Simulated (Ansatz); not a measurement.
Input:

BaTiO$_{3}$ (tetragonal-perovskite type, space group P4mm)

```yaml
crystal:
  lattice:
    - [3.95547, 0.00000, 0.00000]
    - [0.00000, 3.95547, 0.00000]
    - [0.00000, 0.00000, 4.04610]
  atoms:
    - { symbol: Ti, position: [0.50000, 0.50000, 0.44711] }
    - { symbol: Ba, position: [0.00000, 0.00000, 0.93192] }
    - { symbol: O, position: [0.50000, 0.50000, 0.90181] }
    - { symbol: O, position: [0.50000, 0.00000, 0.41258] }
    - { symbol: O, position: [0.00000, 0.50000, 0.41258] }
```

Equation-of-state scan: isotropic scaling of the cell above, V₀ being its volume. The atoms relax within the cell's symmetry.

Level of theory: PBEsol (plane waves to 420 eV, PAW, scalar-relativistic; Ansatz, a first-principles code). k mesh 8×8×8 (Γ-centred), Fermi-Dirac smearing 0.05 eV. E stands for the smeared free energy. Compression counts positive. The relaxing atoms change the space group within the scan (P4/mmm at V/V₀ = 0.840), so nothing is fitted. BaTiO3 is run without spin polarisation. BaTiO3 was relaxed with its symmetry unable to fall. The PAW data are Ansatz's earlier set. ΔE is measured from the relaxed starting cell.

The scan covers V/V₀ from 0.840 to 1.160 in 9 points.

Problem. What is ΔE at V/V₀ = 1.160?

Solution. 109.5 meV/atom.

Problem. What is ΔE at V/V₀ = 0.840?

Solution. 221.6 meV/atom.

Problem. What pressure does the cell carry at V/V₀ = 0.840?

Solution. 42.4 GPa.

(A scan under strain: stresses follow from slopes of the energy per volume, elastic moduli from its curvatures.)
